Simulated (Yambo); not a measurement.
## Convergence of the G0W0 gap of CaHI

G0W0@PBEsol for CaHI (space group P4/nmm, No. 129) in Yambo. Reference settings: 4×4×1 Γ-centred k mesh, 310 bands and a 6 Ry block in the screening, 310 bands in G with the Bruneval-Gonze terminator, plasmon pole fitted at 27.2 eV. The PBEsol gap Γ → M on this mesh is 3.13 eV; G0W0 gaps are taken between the same points.

```tsv
change from the reference	G0W0 gap Γ → M (eV)	shift of the valence edge (eV)	rough Yambo cost
reference settings	4.71	-0.90	1
118 bands in W, 118 bands in G	4.71	-0.57	about 1/3
200 bands in W, 200 bands in G	4.72	-0.80	within a factor of two
118 bands in G	4.68	-0.76	–
200 bands in G	4.71	-0.88	–
144 bands in W	4.72	-0.75	about 1/2
1 Ry block	4.53	-0.47	within a factor of two
3 Ry block	4.50	-0.70	within a factor of two
5 Ry block	4.66	-0.86	within a factor of two
pole fitted at 55 eV	4.71	-0.97	–
no random integration	4.71	-0.92	–
2×2×1 mesh	4.64	-0.85	about 1/5
118 bands in G, no terminator	4.59	-0.26	–
200 bands in G, no terminator	4.71	-0.65	–
no terminator	4.71	-0.79	–
```

The reference isn't shown to be the converged limit. Costs are rough (shared machines), scaled to the same edge states, and given only for runs that recompute the screening. The mesh misses a band edge: along a dense path the PBEsol gap is 2.73 eV against 3.13 eV on the mesh.

Spin-orbit coupling is included.

Geometry relaxed with PBE+D3(BJ); primitive cell a = b = 3.9797 Å, c = 8.5909 Å, α = β = γ = 90.00°.

A shift is the quasiparticle energy of the state minus its PBEsol energy.
